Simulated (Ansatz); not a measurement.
Input:

Zr (hcp, Mg type)

```yaml
crystal:
  lattice:
    - [6.49182, 0.00000, 0.00000]
    - [-1.62295, 2.81104, 0.00000]
    - [0.00000, 0.00000, 5.15116]
  atoms:
    - { symbol: Zr, position: [0.16667, 0.66667, 0.75000] }
    - { symbol: Zr, position: [0.66667, 0.66667, 0.75000] }
    - { symbol: Zr, position: [0.33333, 0.33333, 0.25000] }
    - { symbol: Zr, position: [0.83333, 0.33333, 0.25000] }
```

In each cell atom 4 (Zr, nearest neighbour Zr at 3.185 Å; its periodic images, 3.2 Å or more away, move with it) moves by s·(1.000, 0.000, 0.000) (along Cartesian x), the rest being held.

Calculation: r2SCAN (plane waves to 500 eV, PAW, scalar-relativistic; Ansatz, a quantum-chemistry and plane-wave program). k mesh 13×13×7 (Γ-centred), Fermi-Dirac smearing 0.05 eV. E stands for the smeared free energy. Left out: 2 of 11 points, with atoms too close for the PAW data. With partly filled bands, energies and forces of such displacements shift with the k mesh and the smearing. The PAW data are Ansatz's earlier set. Zr is run without spin polarisation. Zr was relaxed with its symmetry unable to fall. ΔE is measured from the undisplaced structure.

The scan covers s from -0.512 to 0.512 Å in 9 points.

Q: Is this a single well or a double well?

A: A single well with its minimum at or next to zero displacement.

Q: What is the force constant k = d²E/ds² of this move at s = 0?

A: 5.42 eV/Å².

(For displaced atoms, the force is minus the slope of the energy, and its curvature is a force constant, which sets phonon frequencies.)
